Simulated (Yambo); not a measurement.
KNH2 (space group P2_1/m, No. 11), G0W0@LDA in Yambo (4×4×2 mesh, plasmon pole; 7 Ry block, no terminator). The number N of bands in W and G is varied.

| N | x = 1/N | gap Γ → Γ (eV) | shift of the valence edge (eV) |
|---|---|---|---|
| 55 | 0.01818 | 4.081 | -0.594 |
| 82 | 0.01220 | 4.074 | -0.784 |
| 115 | 0.00870 | 4.107 | -0.925 |
| 148 | 0.00676 | ? | ? |

Q: Basis-set arguments suggest E = E∞ + A x. Fix A and E∞ from the two rows above the withheld one, predict the row at 148 bands, and test the form.

A: Gap: A = (4.107 − (4.074))/(0.00870 − 0.01220) = -9.43, E∞ = 4.189 eV, so 4.125 eV is predicted; the run gave 4.132 eV (miss 7 meV). The first two rows have slope 1.17, so the form doesn't hold yet over the whole range. Shift: A = (-0.925 − (-0.784))/(0.00870 − 0.01220) = 40.3, E∞ = -1.275 eV, so -1.003 eV is predicted; the run gave -1.009 eV (miss 6 meV). The first two rows have slope 31.8, so the form doesn't hold yet over the whole range. The other settings are held fixed.

Geometry of the Materials Project entry, not relaxed at this level; primitive cell a = 4.548 Å, b = 3.739 Å, c = 6.186 Å, α = γ = 90.00°, β = 95.31°.

A shift is the quasiparticle energy of the state minus its LDA energy.
